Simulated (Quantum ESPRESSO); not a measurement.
Si3AlC3N, finding a planted mistake in a log

Computed values, not a measurement. The program is pw.x of Quantum ESPRESSO 7.5 (plane-wave density functional theory). The cell is made up: 8 atoms on a wurtzite lattice, with randomly drawn elements, strain and displacements, not relaxed. PseudoDojo standard norm-conserving files (v0.5 for PBE, v0.4.1 for LDA and PBEsol) set the functional; there is no spin polarisation, spin-orbit coupling or dispersion term, and the masses in the input are unused placeholders.

Intended input:

```
&control calculation='scf', pseudo_dir='./dojo.nc.sr.pbe.v0_5.standard.upf', outdir='./o', disk_io='medium', tprnfor=.true., tstress=.true. /
&system ibrav=0, nat=8, ntyp=4, nbnd=22, ecutwfc=84.00895049, nosym=.true., tot_charge=0,
 occupations='smearing', smearing='fd', degauss=0.0018374661
/
&electrons conv_thr=7.350e-09, electron_maxstep=60, /
ATOMIC_SPECIES
Al 1.0 Al.upf
C 1.0 C.upf
N 1.0 N.upf
Si 1.0 Si.upf
CELL_PARAMETERS angstrom
3.0495 -0.0369 -0.0077
-0.0638 5.4728 -0.0178
-0.0126 -0.0168 5.1582
ATOMIC_POSITIONS angstrom
Si 0.0044 -0.0153 0.0404
Al 1.4772 2.6856 0.007
Si 1.4894 0.8605 2.5751
Si -0.0466 3.6373 2.5692
C 0.0115 0.0245 1.9307
C 1.5086 2.728 1.8853
N 1.521 0.8723 4.5079
C -0.0272 3.6377 4.5167
K_POINTS automatic
6 4 4 1 1 1
```

The log is shortened where brackets say so; the opening notice, blank lines, dates and the lines on written files are dropped, and the path of the files is cut. It prints rydbergs, bohrs and kilobars, and counts compression as positive stress. Where no state is partly filled, the Fermi energy that it prints is only some level between the filled and the empty states on the mesh, and need not lie in the true gap.

Log of the intended run:

```
     Program PWSCF v.7.5
     Parallel version (MPI & OpenMP), running on       1 processor cores
     Number of MPI processes:                 1
     Threads/MPI process:                     1
     [start-up lines left out]
     bravais-lattice index     =            0
     lattice parameter (alat)  =       5.7632  a.u.
     unit-cell volume          =     580.8505 (a.u.)^3
     number of atoms/cell      =            8
     number of atomic types    =            4
     number of electrons       =        32.00
     number of Kohn-Sham states=           22
     kinetic-energy cutoff     =      84.0090  Ry
     charge density cutoff     =     336.0358  Ry
     scf convergence threshold =      7.3E-09
     mixing beta               =       0.7000
     number of iterations used =            8  plain     mixing
     Exchange-correlation= PBE
                           (   1   4   3   4   0   0   0)
     [axes and pseudopotential details left out]
   Cartesian axes
     site n.     atom                  positions (alat units)
         1        Si     tau(   1) = (   0.0014427  -0.0050168   0.0132471  )
         2        Al     tau(   2) = (   0.4843703   0.8806017   0.0022953  )
         3        Si     tau(   3) = (   0.4883706   0.2821559   0.8443690  )
         4        Si     tau(   4) = (  -0.0152800   1.1926618   0.8424344  )
         5        C      tau(   5) = (   0.0037708   0.0080335   0.6330718  )
         6        C      tau(   6) = (   0.4946663   0.8945045   0.6181853  )
         7        N      tau(   7) = (   0.4987322   0.2860250   1.4781294  )
         8        C      tau(   8) = (  -0.0089188   1.1927930   1.4810149  )
     number of k points=    48  Fermi-Dirac smearing, width (Ry)=  0.0018
                       cart. coord. in units 2pi/alat
        k(    1) = (   0.0843851   0.0708821   0.0743420), wk =   0.0416667
        k(    2) = (   0.0847642   0.0713673   0.2221544), wk =   0.0416667
     [further k points left out]
     Dense  grid:    60385 G-vectors     FFT dimensions: (  36,  64,  60)
     Estimated max dynamical RAM per process >      70.80 MB
     Initial potential from superposition of free atoms
     starting charge      31.9956, renormalised to      32.0000
     Starting wfcs are   32 randomized atomic wfcs
     total cpu time spent up to now is        9.3 secs
     per-process dynamical memory:    56.6 Mb
     Self-consistent Calculation
     iteration #  1     ecut=    84.01 Ry     beta= 0.70
     Davidson diagonalization with overlap
     ethr =  1.00E-02,  avg # of iterations =  3.1
     total cpu time spent up to now is       29.4 secs
     total energy              =     -86.24320100 Ry
     estimated scf accuracy    <       2.05542176 Ry
     iteration #  2     ecut=    84.01 Ry     beta= 0.70
     Davidson diagonalization with overlap
     ethr =  6.42E-03,  avg # of iterations =  2.2
     total cpu time spent up to now is       43.7 secs
     total energy              =     -86.66310070 Ry
     estimated scf accuracy    <       1.63821582 Ry
     [iterations 3 to 10 left out]
     iteration # 11     ecut=    84.01 Ry     beta= 0.70
     Davidson diagonalization with overlap
     ethr =  2.05E-09,  avg # of iterations =  2.0
     total cpu time spent up to now is      187.5 secs
     total energy              =     -87.05837812 Ry
     estimated scf accuracy    <       0.00000005 Ry
     iteration # 12     ecut=    84.01 Ry     beta= 0.70
     Davidson diagonalization with overlap
     ethr =  1.45E-10,  avg # of iterations =  2.4
     total cpu time spent up to now is      200.3 secs
     End of self-consistent calculation
     [lines on levels left out]
     the Fermi energy is    10.4992 ev
!    total energy              =     -87.05837813 Ry
     estimated scf accuracy    <          3.4E-09 Ry
     smearing contrib. (-TS)   =      -0.00000000 Ry
     internal energy E=F+TS    =     -87.05837813 Ry
     The total energy is F=E-TS. E is the sum of the following terms:
     one-electron contribution =      13.95555528 Ry
     hartree contribution      =      12.98452804 Ry
     xc contribution           =     -30.92195878 Ry
     ewald contribution        =     -83.07650267 Ry
     convergence has been achieved in  12 iterations
     Forces acting on atoms (cartesian axes, Ry/au):
     atom    1 type  4   force =     0.00354476   -0.07792702   -0.05159591
     atom    2 type  1   force =     0.02021410    0.03995146   -0.04001251
     atom    3 type  4   force =     0.04271884    0.08839618   -0.00412556
     atom    4 type  4   force =     0.02067319   -0.02127199    0.02976447
     atom    5 type  2   force =    -0.03888688   -0.02096986    0.01476873
     atom    6 type  2   force =    -0.02367011   -0.05066025    0.12374109
     atom    7 type  3   force =    -0.00419201   -0.05690210   -0.01489541
     atom    8 type  2   force =    -0.02040190    0.09938359   -0.05764489
     Total force =     0.247945     Total SCF correction =     0.000089
     Computing stress (Cartesian axis) and pressure
          total   stress  (Ry/bohr**3)                   (kbar)     P=      -20.03
   0.00058117   0.00030305   0.00015156           85.49       44.58       22.30
   0.00030305  -0.00065551   0.00007703           44.58      -96.43       11.33
   0.00015156   0.00007703  -0.00033417           22.30       11.33      -49.16
     init_run     :      9.00s CPU      9.15s WALL (       1 calls)
     electrons    :    180.88s CPU    190.96s WALL (       1 calls)
     forces       :      2.07s CPU      2.10s WALL (       1 calls)
     stress       :      7.60s CPU      7.65s WALL (       1 calls)
     [timing details left out]
     PWSCF        :   3m19.77s CPU   3m30.18s WALL
     JOB DONE.
```

A second run was made from an input with one planted mistake. Its log:

```
     Program PWSCF v.7.5
     Parallel version (MPI & OpenMP), running on       1 processor cores
     Number of MPI processes:                 1
     Threads/MPI process:                     1
     [start-up lines left out]
     bravais-lattice index     =            0
     lattice parameter (alat)  =       5.7632  a.u.
     unit-cell volume          =     580.8505 (a.u.)^3
     number of atoms/cell      =            8
     number of atomic types    =            4
     number of electrons       =        32.00
     number of Kohn-Sham states=           22
     kinetic-energy cutoff     =      56.9614  Ry
     charge density cutoff     =     227.8458  Ry
     scf convergence threshold =      7.3E-09
     mixing beta               =       0.7000
     number of iterations used =            8  plain     mixing
     Exchange-correlation= PBE
                           (   1   4   3   4   0   0   0)
     [axes and pseudopotential details left out]
   Cartesian axes
     site n.     atom                  positions (alat units)
         1        Si     tau(   1) = (   0.0014427  -0.0050168   0.0132471  )
         2        Al     tau(   2) = (   0.4843703   0.8806017   0.0022953  )
         3        Si     tau(   3) = (   0.4883706   0.2821559   0.8443690  )
         4        Si     tau(   4) = (  -0.0152800   1.1926618   0.8424344  )
         5        C      tau(   5) = (   0.0037708   0.0080335   0.6330718  )
         6        C      tau(   6) = (   0.4946663   0.8945045   0.6181853  )
         7        N      tau(   7) = (   0.4987322   0.2860250   1.4781294  )
         8        C      tau(   8) = (  -0.0089188   1.1927930   1.4810149  )
     number of k points=    48  Fermi-Dirac smearing, width (Ry)=  0.0018
                       cart. coord. in units 2pi/alat
        k(    1) = (   0.0843851   0.0708821   0.0743420), wk =   0.0416667
        k(    2) = (   0.0847642   0.0713673   0.2221544), wk =   0.0416667
     [further k points left out]
     Dense  grid:    33713 G-vectors     FFT dimensions: (  27,  50,  48)
     Estimated max dynamical RAM per process >      40.30 MB
     Initial potential from superposition of free atoms
     starting charge      31.9956, renormalised to      32.0000
     Starting wfcs are   32 randomized atomic wfcs
     total cpu time spent up to now is        4.1 secs
     per-process dynamical memory:    34.1 Mb
     Self-consistent Calculation
     iteration #  1     ecut=    56.96 Ry     beta= 0.70
     Davidson diagonalization with overlap
     ethr =  1.00E-02,  avg # of iterations =  3.0
     total cpu time spent up to now is       15.0 secs
     total energy              =     -86.23603481 Ry
     estimated scf accuracy    <       2.02393809 Ry
     iteration #  2     ecut=    56.96 Ry     beta= 0.70
     Davidson diagonalization with overlap
     ethr =  6.32E-03,  avg # of iterations =  2.3
     total cpu time spent up to now is       22.1 secs
     total energy              =     -86.64268857 Ry
     estimated scf accuracy    <       1.61245450 Ry
     [iterations 3 to 10 left out]
     iteration # 11     ecut=    56.96 Ry     beta= 0.70
     Davidson diagonalization with overlap
     ethr =  2.03E-09,  avg # of iterations =  2.0
     total cpu time spent up to now is       99.3 secs
     total energy              =     -87.03479679 Ry
     estimated scf accuracy    <       0.00000005 Ry
     iteration # 12     ecut=    56.96 Ry     beta= 0.70
     Davidson diagonalization with overlap
     ethr =  1.54E-10,  avg # of iterations =  2.2
     total cpu time spent up to now is      108.5 secs
     End of self-consistent calculation
     [lines on levels left out]
     the Fermi energy is    10.5004 ev
!    total energy              =     -87.03479680 Ry
     estimated scf accuracy    <          3.2E-09 Ry
     smearing contrib. (-TS)   =      -0.00000000 Ry
     internal energy E=F+TS    =     -87.03479680 Ry
     The total energy is F=E-TS. E is the sum of the following terms:
     one-electron contribution =      13.98881358 Ry
     hartree contribution      =      12.96413846 Ry
     xc contribution           =     -30.91124617 Ry
     ewald contribution        =     -83.07650268 Ry
     convergence has been achieved in  12 iterations
     Forces acting on atoms (cartesian axes, Ry/au):
     atom    1 type  4   force =     0.00353862   -0.07778139   -0.05174551
     atom    2 type  1   force =     0.02018846    0.03976666   -0.04008504
     atom    3 type  4   force =     0.04275591    0.08845481   -0.00390990
     atom    4 type  4   force =     0.02069451   -0.02120933    0.02983494
     atom    5 type  2   force =    -0.03889936   -0.02090909    0.01469483
     atom    6 type  2   force =    -0.02369038   -0.05068290    0.12337983
     atom    7 type  3   force =    -0.00425103   -0.05697069   -0.01477407
     atom    8 type  2   force =    -0.02033673    0.09933192   -0.05739507
     Total force =     0.247684     Total SCF correction =     0.000083
     Computing stress (Cartesian axis) and pressure
          total   stress  (Ry/bohr**3)                   (kbar)     P=      -53.13
   0.00035421   0.00030181   0.00015141           52.11       44.40       22.27
   0.00030181  -0.00088138   0.00007582           44.40     -129.66       11.15
   0.00015141   0.00007582  -0.00055627           22.27       11.15      -81.83
     init_run     :      3.89s CPU      4.00s WALL (       1 calls)
     electrons    :     97.52s CPU    104.40s WALL (       1 calls)
     forces       :      1.75s CPU      1.76s WALL (       1 calls)
     stress       :      6.42s CPU      6.46s WALL (       1 calls)
     [timing details left out]
     PWSCF        :   1m49.72s CPU   1m56.85s WALL
     JOB DONE.
```

Question: what was wrong in the second input?

Answer: the plane-wave cutoff is too low. The input lines that differ, file-writing options aside:

```
- &system ibrav=0, nat=8, ntyp=4, nbnd=22, ecutwfc=84.00895049, nosym=.true., tot_charge=0,
+ &system ibrav=0, nat=8, ntyp=4, nbnd=22, ecutwfc=56.96144937, nosym=.true., tot_charge=0,
```

```
                                            intended run  run with the mistake
                          free energy (eV)     -1184.490             -1184.169
                    smearing term -TS (eV)        0.0000                0.0000
                            pressure (GPa)         -2.00                 -5.31
            largest force component (eV/Å)         3.182                 3.172
largest change of a force component (eV/Å)                               0.009
                                iterations            12                    12
```

For scale, a rerun of the intended cell at 1437 eV and a 8 x 6 x 6 mesh moved values by no more than 0.004 eV in energy, 0.09 GPa in stress and 0.005 eV/Å in force.